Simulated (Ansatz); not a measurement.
Ansatz (a first-principles code) input:

Ansatz 0.2 input:
```yaml
crystal:
  lattice:
    - [10.7527509492, 2.0897943638, 0.0]
    - [-10.7527509492, 2.0897943638, 0.0]
    - [-2.5914965541, 0.0, 10.010362008]
  atoms:
    - { symbol: Rb, position: [0.0, 0.0, 0.0] }
    - { symbol: Sc, position: [0.2054054737, 0.7945945263, 0.8438049268] }
    - { symbol: Sc, position: [0.7945945263, 0.2054054737, 0.1561950732] }
    - { symbol: Sc, position: [0.5, 0.5, 0.5] }
    - { symbol: Sc, position: [0.8440794858, 0.1559205142, 0.5238553] }
    - { symbol: Sc, position: [0.1559205142, 0.8440794858, 0.4761447] }
    - { symbol: Te, position: [0.9246003109, 0.0753996891, 0.3366818306] }
    - { symbol: Te, position: [0.0753996891, 0.9246003109, 0.6633181694] }
    - { symbol: Te, position: [0.5843332995, 0.4156667005, 0.31594277] }
    - { symbol: Te, position: [0.4156667005, 0.5843332995, 0.68405723] }
    - { symbol: Te, position: [0.6650068813, 0.3349931187, 0.9957935447] }
    - { symbol: Te, position: [0.3349931187, 0.6650068813, 0.0042064553] }
    - { symbol: Te, position: [0.7377055079, 0.2622944921, 0.6578000973] }
    - { symbol: Te, position: [0.2622944921, 0.7377055079, 0.3421999027] }
kpoints:
  mp_grid: { grid: [7, 7, 3] }
hamiltonian:
  xc: r2scan
  pseudopotentials: { kind: paw }
scf:
  occupations: { method: fixed }
checkpoint: { read: static.run }
output: { write_density: true, elf: true, volumetric_format: npy }
basis: { fft_grid_basis: typed }
```

Output (shortened):

```
Pseudopotential: Rb, paw, valence charge 9
Pseudopotential: Sc, paw, valence charge 11
Pseudopotential: Te, paw, valence charge 16
Functional definition: r2SCAN
Crystal: 14 atoms, lattice volume = 449.886 Å³
Basis set: ecut = 500 eV, 11459 PW (Γ), exchange–correlation on 320×320×320 points (64 copies of the dense FFT grid, shifted against one another)
Bands: 116, of which v1, the nominal top of the filled ones, is band 96 counted from 1 (95 counted from 0)
Symmetry: 4 space group operations
Space group: C2/m (ITA 12), of the structure as read, at distance tolerance 7.7e-5 Å
k-points: 44 of 147
Stability of the state it starts from, as read at its close in the unpolarized treatment …
iter 1 solved again at ethr=6.94e-8 eV; its pass at ethr=3.10e-3 eV (dr2=1.33e-4 eV) is discarded
SCF iter   1: F=—  HF=-69960.231822 eV  |F-HF|=—  |Δ(HF+E_count)|=         —  Δρ=4.43e-7  dr2=6.06e-10  dr2_τ=1.06e-10  ethr=6.94e-8  ⟨swp⟩=4.3  Hψ=31849  notcnv=0  defer=792
preconditioner: auto → Resta (q_TF=auto, 2.367 Å⁻¹)
SCF iter   2: F=—  HF=-69960.231617 eV  |F-HF|=—  |Δ(HF+E_count)|=   2.05e-4  Δρ=2.25e-7  dr2=1.76e-10  dr2_τ=9.05e-11  ethr=1.00e-12  ⟨swp⟩=13.8  Hψ=31013  notcnv=0
SCF iter   3: F=-69960.231617 eV  HF=-69960.231617 eV  |F-HF|=0.00e0  |Δ(HF+E_count)|=  2.91e-11  Δρ=1.46e-7  dr2=6.75e-11  dr2_τ=1.21e-11  ethr=1.00e-12  ⟨swp⟩=1.0  Hψ=9779  notcnv=0
SCF 1 converged in 3 iterations: F = -69960.231617 eV  dr2 = 6.75e-11
SCF converged after 3 iterations
Free energy (F): -69960.231617 eV
Harris-Foulkes:  -69960.231617 eV  (|F-HF|=0.00e0)
Internal energy: -69960.231617 eV  (E = F + TS)
E sigma→0 (E₀):  -69960.231617 eV
Fermi energy:    7.692059 eV
--- Per-component energies (eV) ---
  E_band       = -3302.189300
  E_kinetic    = 2943.145794
  E_local      = -18135.681183  (includes V_loc(G=0)·N_el)
  E_nonlocal   = -1906.474237
  E_hartree    = 9615.201059
  E_xc         = -1555.561415
  E_vxc        = -1762.118091  (∫ρ·V_xc dr)
  E_paw        = -44948.141221  (= ΣΔE_a)
  E_vpaw       = -3780.483083  (= ΣTr[D̂ρ^β])
  E_aug_tail   = -0.000275  (compensation charges beyond the density's cutoff)
  E_vtau       = 109.018910  (kinetic-family band-sum trace: ∫τ·v_τ [+ j·A + Jᵃ·Aᵃ] dr)
  E_ewald      = -15973.659595
  E_core_change = 0.939457  (= ΣΔE_core)
  E_smearing   =  0.000000  (= −TS)
  E_closure    = 0.000000  (closes the sum)
  Σ components = -69960.231617   (vs F -69960.231617, Δ=0.00e0)
  [band-id]    e_kinetic+e_local+e_nonlocal+2·e_hartree+e_vxc+e_vpaw+e_augmentation_tail+e_vtau = -3302.190047   (vs E_band -3302.189300, Δ=-7.46e-4)
--- Band table (eV; the first three rows and the last of 44) ---
  k-point 0: bands = ["-44.5790", "-44.5788", "-44.5554", "-44.5537", "-44.4351", "-29.4332", "-29.4305", "-29.4259", "-29.4256", "-29.4080", "-29.4076", "-29.3986", "-29.3979", "-29.3922", "-29.3907", "-29.2222", "-29.2206", "-29.2101", "-29.2082", …
  k-point 1: bands = ["-44.5790", "-44.5788", "-44.5554", "-44.5537", "-44.4351", "-29.4332", "-29.4305", "-29.4259", "-29.4256", "-29.4080", "-29.4076", "-29.3986", "-29.3979", "-29.3922", "-29.3907", "-29.2222", "-29.2206", "-29.2101", "-29.2082", …
  k-point 2: bands = ["-44.5789", "-44.5787", "-44.5552", "-44.5536", "-44.4350", "-29.4332", "-29.4308", "-29.4255", "-29.4251", "-29.4081", "-29.4077", "-29.3986", "-29.3979", "-29.3921", "-29.3907", "-29.2223", "-29.2206", "-29.2098", "-29.2085", …
  k-point 43: bands = ["-44.5790", "-44.5788", "-44.5554", "-44.5537", "-44.4351", "-29.4332", "-29.4305", "-29.4259", "-29.4256", "-29.4080", "-29.4076", "-29.3986", "-29.3979", "-29.3922", "-29.3907", "-29.2222", "-29.2206", "-29.2101", "-29.2082", …
```

Cost: about 8 core-minutes (a rough figure) on shared cores.

The first step of the workflow began from a Materials Project structure, measured or hypothetical; the Crystallography Open Database copy checked does not list it. Whether it is the stable phase at ambient conditions was not checked. The cell was relaxed with r²SCAN under the symmetry of its start; whether a distortion lowers the energy is not shown. No spin polarisation was allowed. Spin–orbit coupling is left out wherever it is not named.

Potentials: the later of the program's two PAW sets.

Ansatz is a plane-wave DFT program.
